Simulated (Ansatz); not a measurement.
## Ag (P6_3/mmc), one atom moved along a line

The calculation used Ansatz 0.2.0, DFT PBEsol, scalar-relativistic, plane waves, PAW. The runs took a 420 eV cutoff, a Γ-centred 18×18×6 mesh and Gaussian smearing (0.15 eV). No spin polarisation. Energies are free energies at this smearing, counted from the undisturbed cell; pressure is positive in compression.

The starting cell (relaxed at this level; with this scan's settings it stands at 0.1 GPa; this form isn't the usual structure):

```xyz
4
Lattice="2.8710 0.0000 0.0000 -1.4355 2.4863 0.0000 0.0000 0.0000 9.3381" Properties=species:S:1:pos:R:3 pbc="T T T"
Ag    0.0000    1.6575    2.3345
Ag    1.4355    0.8288    7.0035
Ag    0.0000    0.0000    0.0000
Ag    0.0000    0.0000    4.6690
```

Atom 3 (Ag) is moved by x along the Cartesian unit vector (1.000, 0.000, 0.000); the cell and all other atoms stay fixed. The cell is metallic on the mesh throughout.

(x (Å), ΔE (meV/cell)): (-0.1000, 5.9), (-0.0600, 2.1), (0.0000, 0.0), (0.0800, 3.8)